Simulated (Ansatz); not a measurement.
AlN with indium replacing Al: gradients before and after relaxing the atoms

Start: a supercell of AlN (wurtzite type, P6_3mc) built from an entry of the Crystallography Open Database (COD) (the entry's cell lengths or inner coordinates differ somewhat from later room-temperature determinations), with all atoms left at the host's positions.

```
In Al N
1.0
     9.33900    0.00000    0.00000
    -3.11300    5.39187    0.00000
     0.00000    0.00000    9.96200
In Al N
1 23 24
Direct
  0.11111 0.33333 0.00000
  0.11111 0.33333 0.50000
  0.11111 0.83333 0.00000
  0.11111 0.83333 0.50000
  0.44444 0.33333 0.00000
  0.44444 0.33333 0.50000
  0.44444 0.83333 0.00000
  0.44444 0.83333 0.50000
  0.77778 0.33333 0.00000
  0.77778 0.33333 0.50000
  0.77778 0.83333 0.00000
  0.77778 0.83333 0.50000
  0.22222 0.16667 0.25000
  0.22222 0.16667 0.75000
  0.22222 0.66667 0.25000
  0.22222 0.66667 0.75000
  0.55556 0.16667 0.25000
  0.55556 0.16667 0.75000
  0.55556 0.66667 0.25000
  0.55556 0.66667 0.75000
  0.88889 0.16667 0.25000
  0.88889 0.16667 0.75000
  0.88889 0.66667 0.25000
  0.88889 0.66667 0.75000
  0.11111 0.33333 0.19000
  0.11111 0.33333 0.69000
  0.11111 0.83333 0.19000
  0.11111 0.83333 0.69000
  0.44444 0.33333 0.19000
  0.44444 0.33333 0.69000
  0.44444 0.83333 0.19000
  0.44444 0.83333 0.69000
  0.77778 0.33333 0.19000
  0.77778 0.33333 0.69000
  0.77778 0.83333 0.19000
  0.77778 0.83333 0.69000
  0.22222 0.16667 0.44000
  0.22222 0.16667 0.94000
  0.22222 0.66667 0.44000
  0.22222 0.66667 0.94000
  0.55556 0.16667 0.44000
  0.55556 0.16667 0.94000
  0.55556 0.66667 0.44000
  0.55556 0.66667 0.94000
  0.88889 0.16667 0.44000
  0.88889 0.16667 0.94000
  0.88889 0.66667 0.44000
  0.88889 0.66667 0.94000
```

Sites (sets of like atoms) are named by element and the number of their first atom in this list.

Level of theory: DFT, PBE, plane waves and PAW, scalar-relativistic, 420 eV cutoff, Γ-centred 3×4×2 k-points, Fermi–Dirac smearing 0.01 eV (Ansatz 0.2.0).

The largest force at the start is 6.1 eV/Å. Relaxing the ions at fixed cell moves them by 0.229 Å at most (atom 25, N) and 0.064 Å rms.

```tsv
site	atom	moved (Å)	first shell before	first shell after	V_zz before (10²¹ V/m²)	η before
In	1	0.014	4 N at 1.89 Å	4 N at 2.07–2.12 Å	1.05	0.15
Al3	3	0.020	4 N at 1.89 Å	4 N at 1.85–1.91 Å	0.28	0.36
Al13	13	0.056	4 N at 1.89 Å	4 N at 1.87–1.89 Å	0.28	0.57
Al14	14	0.055	4 N at 1.89 Å	4 N at 1.87–1.90 Å	0.20	0.11
Al15	15	0.056	4 N at 1.89 Å	4 N at 1.87–1.90 Å	0.28	0.56
Al21	21	0.059	4 N at 1.89 Å	4 N at 1.87–1.89 Å	0.29	0.47
Al22	22	0.062	4 N at 1.89 Å	4 N at 1.88–1.90 Å	0.21	0.08
N25	25	0.229	1 In at 1.89 Å, 3 Al at 1.89 Å	3 Al at 1.87 Å, 1 In at 2.12 Å	0.47	0.04
N28	28	0.025	4 Al at 1.89 Å	4 Al at 1.88 Å	-0.10	0.22
N38	38	0.172	3 Al at 1.89 Å, 1 In at 1.89 Å	3 Al at 1.85–1.87 Å, 1 In at 2.07 Å	0.59	0.09
N40	40	0.178	3 Al at 1.89 Å, 1 In at 1.89 Å	3 Al at 1.85–1.88 Å, 1 In at 2.08 Å	0.59	0.08
N44	44	0.033	4 Al at 1.89 Å	4 Al at 1.88–1.90 Å	0.11	0.24
N46	46	0.205	3 Al at 1.89 Å, 1 In at 1.89 Å	3 Al at 1.86–1.88 Å, 1 In at 2.09 Å	0.60	0.02
```

(1) What are V_zz and η after the relaxation?

Results:

(1) 

```json
{"site": "In", "atom": "1", "V_zz after": "3.76", "η after": "0.11", "change of V_zz": "+2.71"}
{"site": "Al3", "atom": "3", "V_zz after": "1.11", "η after": "0.85", "change of V_zz": "+0.83"}
{"site": "Al13", "atom": "13", "V_zz after": "-0.62", "η after": "0.47", "change of V_zz": "–"}
{"site": "Al14", "atom": "14", "V_zz after": "0.51", "η after": "0.73", "change of V_zz": "+0.31"}
{"site": "Al15", "atom": "15", "V_zz after": "-0.62", "η after": "0.52", "change of V_zz": "–"}
{"site": "Al21", "atom": "21", "V_zz after": "-0.58", "η after": "0.65", "change of V_zz": "–"}
{"site": "Al22", "atom": "22", "V_zz after": "0.64", "η after": "0.66", "change of V_zz": "+0.43"}
{"site": "N25", "atom": "25", "V_zz after": "1.92", "η after": "0.03", "change of V_zz": "+1.45"}
{"site": "N28", "atom": "28", "V_zz after": "-0.49", "η after": "0.42", "change of V_zz": "-0.39"}
{"site": "N38", "atom": "38", "V_zz after": "1.98", "η after": "0.27", "change of V_zz": "+1.39"}
{"site": "N40", "atom": "40", "V_zz after": "2.01", "η after": "0.21", "change of V_zz": "+1.42"}
{"site": "N44", "atom": "44", "V_zz after": "-0.49", "η after": "0.05", "change of V_zz": "–"}
{"site": "N46", "atom": "46", "V_zz after": "2.07", "η after": "0.07", "change of V_zz": "+1.47"}
```

The largest change of V_zz along a kept axis is on In, from 1.05 to 3.76. Small gradients that grow severalfold: N25 (0.47 to 1.92), Al3 (0.28 to 1.11). Where |V_zz| stays above 0.1 and the axes keep their order, η moves most on Al14, from 0.11 to 0.73. On N28, N48, N33 (not all in the table) V_xx and V_yy change places (or their axes turn by over 50°), so the two values of η hide a larger change. On Al21, Al15, Al13, N44, N27, N29, N31, N35 and 3 more sites (not all in the table) the largest principal value lies along another axis in the second run, so the two V_zz can't be compared directly. The table leaves out 35 of the 48 sites, with |V_zz| up to 0.91; their tensors move by 0.83 at most along any direction. The statements above cover all sites. The host's own positions weren't relaxed first, so part of the change far from the defect can be the host's relaxation.

The defect repeats with the cell of 48 atoms, so it feels its images: sites between two images don't show the values beside a lone defect, and zeros or small values of η there can come from the images' arrangement. Al and N carry a gradient in the pure host already, so the values there aren't the defect's effect alone. Without spin–orbit coupling (the program notes it for In) the gradients are little affected as a rule: paired runs on crystals with a gap mostly move them by under 2 % at such atoms.
Before: The cell keeps the host's lattice, where the PBE pressure is 9 GPa. The neighbours have not yet relaxed around the defect (largest force 6.1 eV/Å), so the values at and beside it are those of a strained start, not of the defect in a real crystal.
After: The cell keeps the host's lattice, where the PBE pressure is 7 GPa.
